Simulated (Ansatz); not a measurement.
Level of theory: Ansatz 0.2.0, DFT PBE, scalar-relativistic, plane waves, PAW. All cells share a 420 eV cutoff and Γ-centred k meshes spaced at most about 0.3 Å⁻¹ (about 0.25 or finer for metals, 2π included). No spin polarisation in the final relaxations.

All energies are static (0 K, no zero-point motion).

Two relaxed structures of Hf2MgO2:

A.

```cif
data_structure
_symmetry_space_group_name_H-M 'P4/nmm:1'
_symmetry_Int_Tables_number 129
_cell_length_a 3.9071
_cell_length_b 3.9071
_cell_length_c 9.8208
_cell_angle_alpha 90.000
_cell_angle_beta 90.000
_cell_angle_gamma 90.000
_cell_volume 149.92
loop_
_atom_site_label
_atom_site_type_symbol
_atom_site_symmetry_multiplicity
_atom_site_Wyckoff_symbol
_atom_site_fract_x
_atom_site_fract_y
_atom_site_fract_z
_atom_site_occupancy
Mg1 Mg 2 c 0.50000 0.00000 0.23402 1
Hf1 Hf 2 a 0.00000 0.00000 0.00000 1
Hf2 Hf 2 c 0.50000 0.00000 0.61281 1
O1 O 2 b 0.00000 0.00000 0.50000 1
O2 O 2 c 0.50000 0.00000 0.84121 1
```

B.

```cif
data_structure
_symmetry_space_group_name_H-M 'I4/mmm'
_symmetry_Int_Tables_number 139
_cell_length_a 5.0243
_cell_length_b 5.0243
_cell_length_c 6.3418
_cell_angle_alpha 90.000
_cell_angle_beta 90.000
_cell_angle_gamma 90.000
_cell_volume 160.09
loop_
_atom_site_label
_atom_site_type_symbol
_atom_site_symmetry_multiplicity
_atom_site_Wyckoff_symbol
_atom_site_fract_x
_atom_site_fract_y
_atom_site_fract_z
_atom_site_occupancy
Mg1 Mg 2 a 0.00000 0.00000 0.00000 1
Hf1 Hf 4 c 0.00000 0.50000 0.00000 1
O1 O 4 e 0.00000 0.00000 0.68944 1
```

**Question.** Which would you expect to be lower, and how large is the difference?

**Answer.** A is lower, by 1.42 eV/atom. A has space group P4/nmm (No. 129), 15.0 Å³/atom and no gap on its mesh; B has space group I4/mmm (No. 139), 16.0 Å³/atom and no gap. Counting O atoms around Hf and Mg (those within 1.25 times the shortest such distance or 1.15 times the sum of covalent radii; a plus sign parts nearer from farther groups; the shortest distance is added where it is long for a bond; a slash parts the counts of unlike sites), A has Hf 4/5, Mg 4+4 from 2.9 Å and B has Hf 4+4, Mg 2. The denser one is the lower, and pressure would at first widen the difference. Both come from invented guesses. A third cell relaxed alike, in I4/mmm, lies 0.58 eV/atom below the lower of the two.

Spin–orbit coupling, which can matter for Hf, is left out. Cells relaxed within their symmetry can be saddle points.
